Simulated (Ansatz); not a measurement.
In PBE in the plane-wave PAW code Ansatz, TaAl in the rock salt structure (Fm-3m) relaxes to a = 5.284 Å. Al has 6 nearest neighbours from 2.64 Å (octahedral). Against the elements it lies at 0.50 eV/atom, with no fitted shifts.

Electronic character: metallic (no gap). Gap from PBE with spin–orbit coupling: none (metallic).

The bulk modulus is 122 GPa.

The start of the workflow was typed in or built on a structure type; neither database checked (COD, Materials Project) lists it. Whether it is the stable phase at ambient conditions was not checked. Symmetry was held in the PBE relaxation; its stability against distortions is not shown here. No spin polarisation was allowed. Its formation energy is positive at this level, so the cell may be metastable or incomplete. The references are the lowest solids computed at this level, not always the standard phases. Scalar-relativistic: spin–orbit coupling is off unless named, which matters more the heavier the elements.

Potentials: the earlier of the program's two PAW sets.
